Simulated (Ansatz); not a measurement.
LaOF (space group R-3m)

```yaml
crystal:
  lattice:
    - [2.00661, 1.15851, 6.68924]
    - [-2.00661, 1.15851, 6.68924]
    - [0.00000, -2.31703, 6.68924]
  atoms:
    - { symbol: La, position: [0.74176, 0.74176, 0.74176] }
    - { symbol: La, position: [0.25824, 0.25824, 0.25824] }
    - { symbol: O, position: [0.62311, 0.62311, 0.62311] }
    - { symbol: O, position: [0.37689, 0.37689, 0.37689] }
    - { symbol: F, position: [0.87102, 0.87102, 0.87102] }
    - { symbol: F, position: [0.12898, 0.12898, 0.12898] }
```

Two coordinates are scanned: the volume, and the ratio of the stretch along z (the conventional c axis) to the stretch across it. Atoms keep their fractional coordinates.

The numbers are results of PBEsol (plane waves to 420 eV, PAW, scalar-relativistic; Ansatz, a quantum-chemistry and plane-wave program), not measurements. k mesh 10×10×10 (Γ-centred), Fermi-Dirac smearing 0.05 eV. Stress and pressure are positive under compression. As the atoms are clamped, bonds stretch with the cell, which overstates energies and stresses. LaOF is run without spin polarisation. LaOF was relaxed with its symmetry unable to fall.

At one point of the scan the stress tensor (GPa) is:

```
    1.3      0.0      0.0
    0.0      1.3      0.0
    0.0      0.0     24.6
```

**Question.** Which point is it?
(A) V/V₀ = 0.920, (c/a)/(c/a)₀ = 1.120
(B) V/V₀ = 0.960, (c/a)/(c/a)₀ = 1.060
(C) V/V₀ = 0.960, (c/a)/(c/a)₀ = 0.880
(D) V/V₀ = 1.000, (c/a)/(c/a)₀ = 0.940

**Answer.** C, V/V₀ = 0.960, (c/a)/(c/a)₀ = 0.880

(A scan under strain: stresses follow from slopes of the energy per volume, elastic moduli from its curvatures.)
